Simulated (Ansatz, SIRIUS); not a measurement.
One calculation of HfIn4SiO6, 3 ways

```
Hf In Si O
1.0
     2.71585   -4.70357    0.00833
     2.71585    4.70357    0.00833
    -1.87915    0.00000    7.40127
Hf In Si O
1 4 1 6
Direct
  0.79814 0.21049 0.00787
  0.60814 0.38382 0.49927
  0.45037 0.54161 0.99591
  0.28386 0.71739 0.50237
  0.95191 0.03805 0.49763
  0.11396 0.87178 0.00216
  0.05514 0.10977 0.85882
  0.87766 0.94005 0.13393
  0.79611 0.54315 0.86007
  0.46794 0.20229 0.12997
  0.14642 0.62634 0.13966
  0.36891 0.84690 0.86786
```

The cell comes from a database or a generator and needn't be the stable form of this composition.

Atoms were shifted at random by some hundredths of an Å from the given cell, which wasn't relaxed again for these runs.

Alike in all runs: task single point; functional PBE; k mesh 6 × 6 × 4; occupations fermi-dirac, width 0.05 eV; no spin polarisation; no spin-orbit coupling. A missing gap at this level doesn't show that the real crystal is a metal. Pressure is positive in compression and, in plane waves, holds the error of the finite cutoff, which Ansatz's Pulay term estimates and takes out.

| program and potentials | plane-wave cutoff (eV) | notes | band gap (eV) | pressure (GPa) | largest force (eV/Å) |
| --- | --- | --- | --- | --- | --- |
| Ansatz, Ansatz PAW | 420 | 9.83 valence electrons an atom on average; Pulay term of +0.44 GPa included | no gap | -0.35 | 1.389 |
| Ansatz, all-electron LAPW, scalar-relativistic | - | - | no gap | -0.33 | 1.386 |
| SIRIUS, PseudoDojo 0.4.1 PBE standard (scalar relativistic) | 1152 | 8.67 valence electrons an atom on average | no gap | -0.81 | 1.338 |

Force on atom 1 (Hf), eV/Å:

| program and potentials | x | y | z |
| --- | --- | --- | --- |
| Ansatz, Ansatz PAW | -0.096 | 1.123 | -0.812 |
| Ansatz, all-electron LAPW, scalar-relativistic | -0.096 | 1.121 | -0.810 |
| SIRIUS, PseudoDojo 0.4.1 PBE standard (scalar relativistic) | -0.120 | 1.084 | -0.775 |

None finds a gap. The pressure spans -0.81 (SIRIUS, PseudoDojo 0.4.1 PBE standard (scalar relativistic)) to -0.33 GPa (Ansatz, all-electron LAPW, scalar-relativistic), with all-electron results at -0.33.

Differences between rows come from potentials, basis sets and numerical settings, since the functional is the same but for its coding. Runs on potential files found faulty are left out.
